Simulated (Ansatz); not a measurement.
ZnGaNO:
```yaml
crystal:
  lattice:
    - [5.60100, 0.00000, 0.00000]
    - [0.00000, 6.43175, 0.00000]
    - [0.00000, 0.00000, 5.18699]
  atoms:
    - { symbol: Zn, position: [0.07658, 0.61499, 0.00935] }
    - { symbol: Zn, position: [0.92342, 0.38501, 0.50935] }
    - { symbol: Zn, position: [0.57658, 0.88501, 0.00935] }
    - { symbol: Zn, position: [0.42342, 0.11499, 0.50935] }
    - { symbol: Ga, position: [0.08154, 0.13422, 0.99493] }
    - { symbol: Ga, position: [0.91846, 0.86578, 0.49493] }
    - { symbol: Ga, position: [0.58154, 0.36578, 0.99493] }
    - { symbol: Ga, position: [0.41846, 0.63422, 0.49493] }
    - { symbol: O, position: [0.07036, 0.11385, 0.36719] }
    - { symbol: O, position: [0.92964, 0.88615, 0.86719] }
    - { symbol: O, position: [0.57036, 0.38615, 0.36719] }
    - { symbol: O, position: [0.42964, 0.61385, 0.86719] }
    - { symbol: N, position: [0.09814, 0.63300, 0.38853] }
    - { symbol: N, position: [0.90186, 0.36700, 0.88853] }
    - { symbol: N, position: [0.59814, 0.86700, 0.38853] }
    - { symbol: N, position: [0.40186, 0.13300, 0.88853] }
```

Relaxed with r²SCAN. Special points in fractions of this cell's reciprocal vectors: Γ (0.000, 0.000, 0.000); X (0.500, 0.000, 0.000); S (0.500, 0.500, 0.000); Y (0.000, 0.500, 0.000); Z (0.000, 0.000, 0.500); U (0.500, 0.000, 0.500); R (0.500, 0.500, 0.500); T (0.000, 0.500, 0.500).

Q: List the band energies nearest the valence-band maximum at these points for the program Ansatz at the r²SCAN level (PAW).

A: In eV from the valence-band maximum; about four levels below and three above (degenerate sets whole), none deeper than 8.9 eV; points with the same levels are listed once.

```csv
k,below,above
Γ,-0.60 -0.08 -0.05 -0.01,1.69 5.03 5.95
X,-0.31 -0.31 -0.05 -0.05,4.02 4.02 5.79 5.79
S,-0.51 -0.51 -0.26 -0.26,5.01 5.01 5.29 5.29
Y,-0.47 -0.47 -0.26 -0.26,3.92 3.92 6.78 6.78
Z,-0.46 -0.46 -0.29 -0.29,4.41 4.41 5.16 5.16
U,-0.62 -0.62 -0.62 -0.62,5.02 5.02 5.02 5.02
R,-0.75 -0.75 -0.60 -0.60,5.57 5.57 5.60 5.60
T,-0.69 -0.69 -0.37 -0.37,5.25 5.25 5.79 5.79
```

Space group Pna2_1. The start of the workflow was typed in or built on a structure type; neither database checked (COD, Materials Project) lists it. Its standing as an ambient phase is unchecked. The cell was relaxed with r²SCAN under the symmetry of its start; whether a distortion lowers the energy is not shown. Spin–orbit coupling is left out wherever it is not named.

Potentials: the earlier of the program's two PAW sets.
